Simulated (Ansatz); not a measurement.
**Band table of HfV$_{2}$ (C15 type)**

```
Hf V
1.0
     0.00000    3.56779    3.56779
     3.56779    0.00000    3.56779
     3.56779    3.56779    0.00000
Hf V
2 4
Cartesian
  0.8919 0.8919 0.8919
  -0.8919 -0.8919 -0.8919
  3.5678 3.5678 3.5678
  1.7839 1.7839 3.5678
  1.7839 3.5678 1.7839
  3.5678 1.7839 1.7839
```

The cell comes from a relaxation on PAW files under the same functional, begun from a prototype that needn't be the stable phase.

All numbers are LDA results (scalar-relativistic) from Ansatz 0.2.0, with a Γ-centred 8×8×8 k mesh, Fermi–Dirac smearing of 0.05 eV, no spin polarisation. Methods: LAPW: all electrons, basis error target 1 meV/atom.

Spin–orbit coupling is left out, which matters for the heavy atoms.

Path points, in fractions of the reciprocal vectors: Γ (0.000, 0.000, 0.000), X (0.500, 0.000, 0.500), U (0.625, 0.250, 0.625), K (0.375, 0.375, 0.750), L (0.500, 0.500, 0.500), W (0.500, 0.250, 0.750). The distance column jumps between branches of the path. Levels in eV from the Fermi level; bands 41 to 80, counted from the lowest band of the run. The gap is zero, the pressure -0.01 GPa.

```
# k(1/Å) point b41 b42 b43 b44 b45 b46 b47 b48 b49 b50 b51 b52 b53 b54 b55 b56 b57 b58 b59 b60 b61 b62 b63 b64 b65 b66 b67 b68 b69 b70 b71 b72 b73 b74 b75 b76 b77 b78 b79 b80
0.000 Γ -10.74 -10.72 -10.72 -10.72 -10.71 -10.71 -10.71 -10.69 -10.69 -10.69 -10.68 -10.68 -10.68 -10.68 -6.76 -3.46 -2.45 -2.45 -2.45 -1.46 -1.46 -1.46 -0.80 -0.80 -0.41 -0.41 0.58 0.58 0.58 1.69 1.69 1.69 2.11 2.11 2.34 2.34 2.34 3.01 3.86 3.86
0.126 - -10.74 -10.72 -10.72 -10.72 -10.71 -10.71 -10.71 -10.69 -10.69 -10.69 -10.68 -10.68 -10.68 -10.68 -6.67 -3.42 -2.51 -2.41 -2.41 -1.56 -1.45 -1.45 -0.78 -0.78 -0.42 -0.32 0.44 0.55 0.55 1.68 1.70 1.70 2.09 2.11 2.34 2.34 2.39 2.72 3.83 3.83
0.252 - -10.74 -10.72 -10.72 -10.72 -10.71 -10.71 -10.71 -10.69 -10.69 -10.69 -10.68 -10.68 -10.68 -10.68 -6.42 -3.30 -2.66 -2.27 -2.27 -1.74 -1.42 -1.42 -0.73 -0.72 -0.44 -0.19 0.07 0.44 0.44 1.64 1.65 1.65 2.06 2.11 2.22 2.39 2.39 2.53 3.72 3.72
0.377 - -10.73 -10.73 -10.73 -10.72 -10.71 -10.71 -10.71 -10.70 -10.70 -10.69 -10.69 -10.68 -10.68 -10.68 -6.02 -3.11 -2.86 -2.07 -2.07 -1.91 -1.34 -1.34 -0.75 -0.64 -0.47 -0.32 -0.17 0.27 0.27 1.50 1.50 1.59 1.72 2.03 2.11 2.53 2.53 2.71 3.49 3.49
0.503 - -10.73 -10.72 -10.72 -10.72 -10.71 -10.71 -10.71 -10.70 -10.70 -10.69 -10.69 -10.69 -10.68 -10.68 -5.49 -3.02 -2.87 -2.12 -1.84 -1.84 -1.16 -1.16 -1.10 -0.55 -0.48 -0.39 -0.28 0.02 0.02 1.10 1.28 1.28 1.68 2.03 2.15 2.68 2.68 2.87 3.27 3.27
0.629 - -10.73 -10.72 -10.72 -10.72 -10.71 -10.71 -10.71 -10.69 -10.69 -10.69 -10.69 -10.69 -10.68 -10.68 -4.86 -3.09 -2.67 -2.43 -1.61 -1.61 -1.46 -0.88 -0.88 -0.51 -0.49 -0.48 -0.33 -0.31 -0.31 0.55 1.04 1.04 1.79 2.09 2.20 2.63 2.63 2.85 3.30 3.30
0.755 - -10.72 -10.72 -10.72 -10.72 -10.71 -10.71 -10.71 -10.70 -10.69 -10.69 -10.69 -10.69 -10.69 -10.69 -4.19 -3.10 -2.83 -2.66 -1.52 -1.37 -1.37 -0.85 -0.68 -0.68 -0.52 -0.52 -0.47 -0.45 -0.23 0.15 0.77 0.77 1.96 2.21 2.23 2.49 2.49 2.67 3.48 3.48
0.881 X -10.72 -10.72 -10.72 -10.72 -10.72 -10.72 -10.70 -10.70 -10.69 -10.69 -10.69 -10.69 -10.69 -10.69 -3.53 -3.53 -2.83 -2.83 -1.24 -1.24 -1.18 -1.18 -0.89 -0.89 -0.45 -0.45 -0.36 -0.36 -0.09 -0.09 0.62 0.62 2.12 2.12 2.43 2.43 2.43 2.43 3.57 3.57
0.925 - -10.72 -10.72 -10.72 -10.72 -10.72 -10.72 -10.70 -10.70 -10.69 -10.69 -10.69 -10.69 -10.69 -10.69 -3.53 -3.53 -2.84 -2.83 -1.25 -1.24 -1.18 -1.17 -0.91 -0.88 -0.50 -0.45 -0.38 -0.29 -0.10 -0.09 0.61 0.63 2.08 2.13 2.32 2.44 2.48 2.53 3.56 3.57
0.969 - -10.72 -10.72 -10.72 -10.72 -10.72 -10.72 -10.70 -10.70 -10.69 -10.69 -10.69 -10.69 -10.69 -10.69 -3.52 -3.51 -2.87 -2.83 -1.28 -1.23 -1.17 -1.13 -0.98 -0.87 -0.55 -0.43 -0.40 -0.19 -0.13 -0.07 0.61 0.67 2.00 2.15 2.22 2.46 2.58 2.63 3.55 3.56
1.014 - -10.72 -10.72 -10.72 -10.72 -10.72 -10.71 -10.70 -10.70 -10.69 -10.69 -10.69 -10.69 -10.69 -10.69 -3.51 -3.49 -2.92 -2.83 -1.32 -1.21 -1.15 -1.09 -1.07 -0.85 -0.57 -0.43 -0.41 -0.16 -0.09 -0.05 0.59 0.74 1.90 2.10 2.19 2.49 2.69 2.72 3.53 3.55
1.058 - -10.72 -10.72 -10.72 -10.72 -10.72 -10.71 -10.70 -10.70 -10.69 -10.69 -10.69 -10.69 -10.69 -10.69 -3.50 -3.46 -3.00 -2.82 -1.37 -1.22 -1.18 -1.13 -1.00 -0.85 -0.57 -0.46 -0.37 -0.19 -0.03 -0.01 0.58 0.82 1.82 2.00 2.24 2.53 2.80 2.81 3.50 3.53
1.103 - -10.72 -10.72 -10.72 -10.72 -10.71 -10.71 -10.70 -10.70 -10.70 -10.69 -10.69 -10.69 -10.69 -10.69 -3.48 -3.43 -3.10 -2.81 -1.42 -1.36 -1.13 -1.09 -0.92 -0.86 -0.56 -0.48 -0.34 -0.21 -0.02 0.06 0.57 0.91 1.74 1.89 2.30 2.57 2.88 2.92 3.47 3.52
1.147 - -10.73 -10.72 -10.72 -10.72 -10.71 -10.71 -10.70 -10.70 -10.70 -10.69 -10.69 -10.69 -10.69 -10.69 -3.47 -3.39 -3.21 -2.78 -1.50 -1.45 -1.08 -1.05 -0.89 -0.84 -0.55 -0.49 -0.30 -0.23 -0.02 0.12 0.58 1.01 1.68 1.80 2.37 2.62 2.95 3.02 3.43 3.50
1.192 U -10.73 -10.72 -10.72 -10.72 -10.71 -10.71 -10.70 -10.70 -10.70 -10.69 -10.69 -10.69 -10.69 -10.69 -3.52 -3.35 -3.29 -2.75 -1.63 -1.48 -1.02 -1.00 -0.92 -0.76 -0.53 -0.50 -0.27 -0.22 -0.03 0.15 0.59 1.11 1.63 1.71 2.43 2.66 3.01 3.10 3.40 3.47
1.731 K -10.73 -10.72 -10.72 -10.72 -10.71 -10.71 -10.70 -10.70 -10.70 -10.69 -10.69 -10.69 -10.69 -10.69 -3.52 -3.35 -3.29 -2.75 -1.63 -1.48 -1.02 -1.00 -0.92 -0.76 -0.53 -0.50 -0.27 -0.22 -0.03 0.15 0.59 1.11 1.63 1.71 2.43 2.66 3.01 3.10 3.40 3.47
1.865 - -10.73 -10.72 -10.72 -10.72 -10.71 -10.71 -10.70 -10.70 -10.70 -10.70 -10.69 -10.69 -10.69 -10.68 -4.03 -3.24 -3.21 -2.60 -2.00 -1.55 -1.04 -0.83 -0.81 -0.56 -0.53 -0.52 -0.25 -0.15 -0.07 0.21 0.76 1.43 1.52 1.59 2.62 2.73 3.06 3.10 3.31 3.39
1.998 - -10.73 -10.72 -10.72 -10.72 -10.71 -10.71 -10.70 -10.70 -10.70 -10.70 -10.69 -10.69 -10.68 -10.68 -4.70 -3.14 -3.00 -2.45 -2.27 -1.67 -1.11 -0.72 -0.69 -0.57 -0.54 -0.36 -0.33 -0.21 0.24 0.26 1.09 1.43 1.65 1.66 2.60 2.65 2.82 2.98 3.40 3.53
2.131 - -10.73 -10.72 -10.72 -10.72 -10.72 -10.71 -10.71 -10.70 -10.70 -10.69 -10.69 -10.68 -10.68 -10.68 -5.36 -3.10 -2.73 -2.43 -2.35 -1.86 -1.19 -0.96 -0.59 -0.57 -0.49 -0.38 -0.26 0.07 0.22 0.75 1.47 1.47 1.71 1.77 2.21 2.51 2.78 3.00 3.52 3.63
2.265 - -10.73 -10.73 -10.72 -10.72 -10.71 -10.71 -10.71 -10.70 -10.70 -10.69 -10.69 -10.68 -10.68 -10.68 -5.93 -3.17 -2.50 -2.48 -2.21 -2.06 -1.33 -1.19 -0.65 -0.60 -0.46 -0.16 0.03 0.08 0.28 1.32 1.59 1.77 1.81 1.82 2.03 2.39 2.57 2.80 3.65 3.73
2.398 - -10.74 -10.72 -10.72 -10.72 -10.71 -10.71 -10.71 -10.69 -10.69 -10.69 -10.68 -10.68 -10.68 -10.68 -6.38 -3.30 -2.50 -2.43 -2.26 -1.90 -1.42 -1.36 -0.72 -0.71 -0.39 -0.13 0.16 0.31 0.43 1.62 1.68 1.75 2.04 2.06 2.13 2.33 2.41 2.54 3.76 3.78
2.532 - -10.74 -10.72 -10.72 -10.72 -10.71 -10.71 -10.71 -10.69 -10.69 -10.69 -10.68 -10.68 -10.68 -10.68 -6.66 -3.41 -2.47 -2.44 -2.40 -1.59 -1.45 -1.44 -0.77 -0.77 -0.39 -0.32 0.46 0.51 0.54 1.68 1.70 1.71 2.09 2.10 2.33 2.35 2.39 2.68 3.83 3.83
2.665 Γ -10.74 -10.72 -10.72 -10.72 -10.71 -10.71 -10.71 -10.69 -10.69 -10.69 -10.68 -10.68 -10.68 -10.68 -6.76 -3.46 -2.45 -2.45 -2.45 -1.46 -1.46 -1.46 -0.80 -0.80 -0.41 -0.41 0.58 0.58 0.58 1.69 1.69 1.69 2.11 2.11 2.34 2.34 2.34 3.01 3.86 3.86
2.774 - -10.74 -10.72 -10.72 -10.72 -10.71 -10.71 -10.71 -10.69 -10.69 -10.69 -10.68 -10.68 -10.68 -10.68 -6.69 -3.43 -2.45 -2.45 -2.43 -1.55 -1.45 -1.45 -0.78 -0.78 -0.37 -0.37 0.50 0.54 0.54 1.69 1.70 1.70 2.10 2.10 2.34 2.36 2.36 2.77 3.84 3.84
2.883 - -10.74 -10.72 -10.72 -10.72 -10.71 -10.71 -10.71 -10.69 -10.69 -10.69 -10.68 -10.68 -10.68 -10.68 -6.50 -3.35 -2.43 -2.43 -2.37 -1.79 -1.42 -1.42 -0.74 -0.74 -0.29 -0.29 0.29 0.44 0.44 1.67 1.72 1.72 2.08 2.08 2.32 2.35 2.41 2.41 3.77 3.77
2.992 - -10.74 -10.72 -10.72 -10.72 -10.71 -10.71 -10.71 -10.70 -10.70 -10.69 -10.68 -10.68 -10.68 -10.68 -6.20 -3.26 -2.41 -2.41 -2.28 -2.11 -1.35 -1.35 -0.67 -0.67 -0.23 -0.23 0.01 0.33 0.33 1.58 1.74 1.74 1.99 2.02 2.02 2.29 2.49 2.49 3.61 3.61
3.101 - -10.73 -10.72 -10.72 -10.72 -10.71 -10.71 -10.71 -10.70 -10.70 -10.69 -10.68 -10.68 -10.68 -10.68 -5.79 -3.24 -2.49 -2.36 -2.36 -2.11 -1.25 -1.25 -0.61 -0.61 -0.25 -0.25 -0.25 0.26 0.26 1.19 1.79 1.79 1.98 1.99 1.99 2.26 2.55 2.55 3.35 3.35
3.210 - -10.73 -10.72 -10.72 -10.72 -10.71 -10.71 -10.71 -10.70 -10.70 -10.69 -10.69 -10.69 -10.68 -10.68 -5.31 -3.35 -2.83 -2.31 -2.31 -1.92 -1.13 -1.13 -0.55 -0.55 -0.41 -0.33 -0.33 0.20 0.20 0.71 1.88 1.88 2.01 2.01 2.16 2.24 2.55 2.55 3.06 3.06
3.319 - -10.73 -10.72 -10.72 -10.72 -10.71 -10.71 -10.71 -10.69 -10.69 -10.69 -10.69 -10.69 -10.68 -10.68 -4.79 -3.65 -3.07 -2.27 -2.27 -1.72 -1.02 -1.02 -0.55 -0.55 -0.42 -0.37 -0.37 0.12 0.12 0.30 2.02 2.02 2.10 2.10 2.22 2.42 2.44 2.44 2.81 2.81
3.428 L -10.73 -10.72 -10.72 -10.72 -10.72 -10.72 -10.71 -10.70 -10.69 -10.69 -10.69 -10.69 -10.68 -10.68 -4.41 -3.97 -3.14 -2.25 -2.25 -1.64 -0.98 -0.98 -0.57 -0.57 -0.37 -0.37 -0.37 0.08 0.08 0.09 2.14 2.14 2.19 2.19 2.21 2.28 2.28 2.59 2.71 2.71
3.517 - -10.73 -10.72 -10.72 -10.72 -10.72 -10.71 -10.71 -10.70 -10.69 -10.69 -10.69 -10.69 -10.68 -10.68 -4.38 -3.94 -3.13 -2.27 -2.23 -1.63 -0.98 -0.97 -0.56 -0.54 -0.40 -0.38 -0.36 0.05 0.05 0.08 1.88 1.95 2.00 2.29 2.39 2.42 2.43 2.52 2.71 2.89
3.606 - -10.73 -10.72 -10.72 -10.72 -10.72 -10.71 -10.71 -10.70 -10.70 -10.69 -10.69 -10.69 -10.68 -10.68 -4.29 -3.87 -3.11 -2.34 -2.17 -1.59 -1.00 -0.95 -0.54 -0.49 -0.49 -0.39 -0.32 -0.04 -0.03 0.08 1.56 1.79 1.79 2.17 2.34 2.63 2.70 2.71 2.77 3.09
3.694 - -10.73 -10.72 -10.72 -10.72 -10.72 -10.71 -10.71 -10.70 -10.70 -10.69 -10.69 -10.69 -10.68 -10.68 -4.15 -3.76 -3.08 -2.44 -2.07 -1.55 -1.04 -0.92 -0.62 -0.53 -0.52 -0.31 -0.28 -0.17 -0.09 0.07 1.23 1.58 1.68 1.96 2.42 2.71 2.82 2.96 2.96 3.23
3.783 - -10.73 -10.72 -10.72 -10.72 -10.71 -10.71 -10.71 -10.70 -10.70 -10.69 -10.69 -10.69 -10.69 -10.68 -3.97 -3.62 -3.05 -2.57 -1.94 -1.49 -1.11 -0.90 -0.75 -0.60 -0.57 -0.30 -0.28 -0.18 -0.02 0.07 0.90 1.37 1.63 1.79 2.53 2.72 2.94 3.13 3.17 3.30
3.872 - -10.73 -10.72 -10.72 -10.72 -10.71 -10.71 -10.71 -10.70 -10.70 -10.69 -10.69 -10.69 -10.69 -10.68 -3.76 -3.47 -3.05 -2.73 -1.78 -1.43 -1.21 -0.92 -0.88 -0.69 -0.64 -0.42 -0.22 -0.08 0.07 0.15 0.60 1.13 1.61 1.68 2.67 2.74 2.96 3.17 3.31 3.38
3.961 - -10.73 -10.72 -10.72 -10.71 -10.71 -10.71 -10.70 -10.70 -10.70 -10.70 -10.69 -10.69 -10.68 -10.68 -3.53 -3.32 -3.10 -2.90 -1.62 -1.36 -1.32 -1.10 -0.83 -0.73 -0.70 -0.57 -0.10 0.01 0.07 0.34 0.37 0.87 1.61 1.63 2.76 2.82 2.92 3.06 3.41 3.50
4.050 W -10.73 -10.73 -10.72 -10.72 -10.71 -10.71 -10.70 -10.70 -10.70 -10.70 -10.69 -10.69 -10.68 -10.68 -3.34 -3.34 -3.05 -3.05 -1.46 -1.46 -1.25 -1.25 -0.73 -0.73 -0.71 -0.71 0.04 0.04 0.12 0.12 0.61 0.61 1.61 1.61 2.84 2.84 2.93 2.93 3.50 3.50
4.113 - -10.73 -10.73 -10.72 -10.72 -10.71 -10.71 -10.70 -10.70 -10.70 -10.70 -10.69 -10.69 -10.68 -10.68 -3.36 -3.36 -3.04 -3.04 -1.44 -1.44 -1.25 -1.25 -0.79 -0.79 -0.66 -0.66 0.03 0.03 0.08 0.08 0.64 0.64 1.62 1.62 2.77 2.77 2.96 2.96 3.48 3.48
4.176 - -10.73 -10.73 -10.72 -10.72 -10.71 -10.71 -10.70 -10.70 -10.70 -10.70 -10.69 -10.69 -10.68 -10.68 -3.39 -3.39 -3.00 -3.00 -1.40 -1.40 -1.23 -1.23 -0.86 -0.86 -0.61 -0.61 0.00 0.00 0.01 0.01 0.67 0.67 1.67 1.67 2.66 2.66 2.97 2.97 3.47 3.47
4.239 - -10.72 -10.72 -10.72 -10.72 -10.71 -10.71 -10.70 -10.70 -10.70 -10.70 -10.69 -10.69 -10.69 -10.69 -3.43 -3.43 -2.96 -2.96 -1.34 -1.34 -1.19 -1.19 -0.93 -0.93 -0.58 -0.58 -0.07 -0.07 -0.04 -0.04 0.69 0.69 1.75 1.75 2.55 2.55 2.91 2.91 3.48 3.48
4.302 - -10.72 -10.72 -10.72 -10.72 -10.71 -10.71 -10.70 -10.70 -10.69 -10.69 -10.69 -10.69 -10.69 -10.69 -3.47 -3.47 -2.91 -2.91 -1.30 -1.30 -1.14 -1.14 -0.97 -0.97 -0.57 -0.57 -0.14 -0.14 -0.07 -0.07 0.68 0.68 1.86 1.86 2.45 2.45 2.81 2.81 3.51 3.51
4.365 - -10.72 -10.72 -10.72 -10.72 -10.72 -10.72 -10.70 -10.70 -10.69 -10.69 -10.69 -10.69 -10.69 -10.69 -3.50 -3.50 -2.87 -2.87 -1.27 -1.27 -1.14 -1.14 -0.95 -0.95 -0.55 -0.55 -0.21 -0.21 -0.09 -0.09 0.66 0.66 1.98 1.98 2.38 2.38 2.69 2.69 3.54 3.54
4.428 - -10.72 -10.72 -10.72 -10.72 -10.72 -10.72 -10.70 -10.70 -10.69 -10.69 -10.69 -10.69 -10.69 -10.69 -3.53 -3.53 -2.84 -2.84 -1.25 -1.25 -1.17 -1.17 -0.90 -0.90 -0.50 -0.50 -0.30 -0.30 -0.09 -0.09 0.63 0.63 2.08 2.08 2.36 2.36 2.55 2.55 3.56 3.56
4.491 X -10.72 -10.72 -10.72 -10.72 -10.72 -10.72 -10.70 -10.70 -10.69 -10.69 -10.69 -10.69 -10.69 -10.69 -3.53 -3.53 -2.83 -2.83 -1.24 -1.24 -1.18 -1.18 -0.89 -0.89 -0.45 -0.45 -0.36 -0.36 -0.09 -0.09 0.62 0.62 2.12 2.12 2.43 2.43 2.43 2.43 3.57 3.57
```
